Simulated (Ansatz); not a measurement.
In₂O₃:
Space group Ia-3 (No. 206); a = 10.1618 Å, b = 10.1618 Å, c = 10.1618 Å, α = 90.00°, β = 90.00°, γ = 90.00°

| atom | site | symmetry | x | y | z |
|---|---|---|---|---|---|
| In | 8b | .-3. | 0.2500 | 0.2500 | 0.2500 |
| In | 24d | 2.. | 0.0000 | 0.2500 | 0.4660 |
| O | 48e | 1 | 0.1100 | 0.3455 | 0.1179 |
(The calculation used a cell of 40 atoms; values per cell refer to that cell.)

Relaxed with PBEsol. DFT-PBEsol in the program Ansatz with PAW potentials gives a gap of 1.04 eV.

### Question
What gap does HSE06 give on the same cell (Ansatz, PAW)?

### Answer
2.59 eV, 1.55 eV more. The hybrid was solved on a coarser mesh and at special points; its gap is the smallest among all of these.

```
k  v1 PBEsol  c1 PBEsol  v1 HSE06  c1 HSE06
-  ---------  ---------  --------  --------
Γ       0.00       1.04      0.00      2.59
H      -0.16       4.01       [?]       [?]
P      -0.10       3.75       [?]       [?]
N      -0.04       3.13       [?]       [?]
```

### Question
Top valence (v1) and lowest conduction level (c1) in eV from each method's valence maximum (which need not be a listed point): supply the withheld HSE06 values.

### Answer

- N, v1 HSE06: -0.03
- N, c1 HSE06: 4.67
- P, v1 HSE06: -0.10
- P, c1 HSE06: 5.34
- H, v1 HSE06: -0.14
- H, c1 HSE06: 5.65

Cost on shared cores: the PBEsol run (SCF on a 4×4×4 mesh, then bands and DOS) about 28 core-minutes (a rough figure), the HSE06 run (SCF on 3×3×3, then a few points) roughly 80 core-minutes; the tasks are unlike.

The PBEsol relaxation kept the symmetry of its start. Scalar-relativistic: spin–orbit coupling is off unless named, which matters more the heavier the elements.

Potentials: the later of the program's two PAW sets.
